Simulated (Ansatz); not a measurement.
A distorted cell of SiC (zinc blende):

```
SiC
1.0
    0.00000     2.18988     2.18988
    2.18988     0.00000     2.18988
    2.18988     2.18988     0.00000
C Si
1 1
Direct
  0.72996   0.72996   0.81011
  0.00000   0.00000   0.00000
```

The numbers are results of PBE (plane waves to 420 eV, PAW, scalar-relativistic; Ansatz, a quantum-chemistry and plane-wave program), not measurements. k mesh 10×10×10 (Γ-centred), Fermi-Dirac smearing 0.05 eV. The energy includes the smearing's −TS. Compression counts positive. SiC was relaxed with its symmetry unable to fall.

What forces act on the atoms (eV/Å, Cartesian)?


```tsv
atom	Fx	Fy	Fz
C1	-1.167	-1.167	1.167
Si2	1.167	1.167	-1.167
```

Give the stress tensor in GPa and the pressure.


```
    2.0     -3.2      3.2
   -3.2      2.0      3.2
    3.2      3.2      2.0
```
The pressure, a third of the trace, is 2.0 GPa.

In it atom 1 sits (0.088, 0.088, -0.088) Å away from its relaxed site. What is its energy relative to the relaxed cell?

173 meV/cell.

(A displaced cell: forces are minus the slopes of the energy, force constants its curvatures, and phonons follow from these.)
